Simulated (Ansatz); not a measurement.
RbBaSiHO4, one structure, two calculations

Cell: a Materials Project structure (computed, not necessarily an observed phase), taken as it stands.

```yaml
crystal:
  lattice:
    - [5.98007, 0.00000, 0.00000]
    - [0.00000, 8.24782, 0.00000]
    - [-2.85042, 0.00000, 5.33956]
  atoms:
    - { symbol: Rb, position: [0.36479, 0.23059, 0.70997] }
    - { symbol: Rb, position: [0.63521, 0.73059, 0.29003] }
    - { symbol: Ba, position: [0.01573, 0.48226, 0.00965] }
    - { symbol: Ba, position: [0.98427, 0.98226, 0.99035] }
    - { symbol: Si, position: [0.69460, 0.24565, 0.37962] }
    - { symbol: Si, position: [0.30540, 0.74565, 0.62038] }
    - { symbol: H, position: [0.51443, 0.01162, 0.45913] }
    - { symbol: H, position: [0.48557, 0.51162, 0.54087] }
    - { symbol: O, position: [0.84250, 0.23842, 0.21130] }
    - { symbol: O, position: [0.15750, 0.73842, 0.78870] }
    - { symbol: O, position: [0.88515, 0.23815, 0.68266] }
    - { symbol: O, position: [0.11485, 0.73815, 0.31734] }
    - { symbol: O, position: [0.49324, 0.39789, 0.30794] }
    - { symbol: O, position: [0.50676, 0.89789, 0.69206] }
    - { symbol: O, position: [0.50780, 0.07242, 0.31049] }
    - { symbol: O, position: [0.49220, 0.57242, 0.68951] }
```

Sites (sets of like atoms) are named by element and the number of their first atom in this list.

First run. All values are calculated (Ansatz; DFT, PBE, plane waves and PAW, scalar-relativistic, 420 eV cutoff, Γ-centred 4×3×4 k-points, Fermi–Dirac smearing 0.02 eV), not measured.

```json
{"site": "Rb", "atom": "1", "V_zz (10²¹ V/m²)": "-3.85", "η": "0.89"}
{"site": "Ba", "atom": "3", "V_zz (10²¹ V/m²)": "-12.03", "η": "0.57"}
{"site": "Si", "atom": "5", "V_zz (10²¹ V/m²)": "3.83", "η": "0.32"}
{"site": "H", "atom": "7", "V_zz (10²¹ V/m²)": "2.45", "η": "0.08"}
{"site": "O9", "atom": "9", "V_zz (10²¹ V/m²)": "4.66", "η": "0.14"}
{"site": "O11", "atom": "11", "V_zz (10²¹ V/m²)": "4.62", "η": "0.14"}
{"site": "O13", "atom": "13", "V_zz (10²¹ V/m²)": "4.89", "η": "0.40"}
{"site": "O15", "atom": "15", "V_zz (10²¹ V/m²)": "10.51", "η": "0.65"}
```

Second run. The same atoms and settings, except that spin–orbit coupling is included (fully relativistic PAW files).

Problem. Given the first result, estimate the second.

Solution. 

```json
{"site": "Rb", "atom": "1", "V_zz": "-3.85", "η": "0.89", "change of V_zz": "0.00"}
{"site": "Ba", "atom": "3", "V_zz": "-12.07", "η": "0.57", "change of V_zz": "-0.04"}
{"site": "Si", "atom": "5", "V_zz": "3.83", "η": "0.32", "change of V_zz": "0.00"}
{"site": "H", "atom": "7", "V_zz": "2.45", "η": "0.08", "change of V_zz": "0.00"}
{"site": "O9", "atom": "9", "V_zz": "4.67", "η": "0.14", "change of V_zz": "+0.01"}
{"site": "O11", "atom": "11", "V_zz": "4.62", "η": "0.14", "change of V_zz": "0.00"}
{"site": "O13", "atom": "13", "V_zz": "4.89", "η": "0.40", "change of V_zz": "0.00"}
{"site": "O15", "atom": "15", "V_zz": "10.51", "η": "0.65", "change of V_zz": "0.00"}
```

The largest change of V_zz is on Ba, from -12.03 to -12.07.
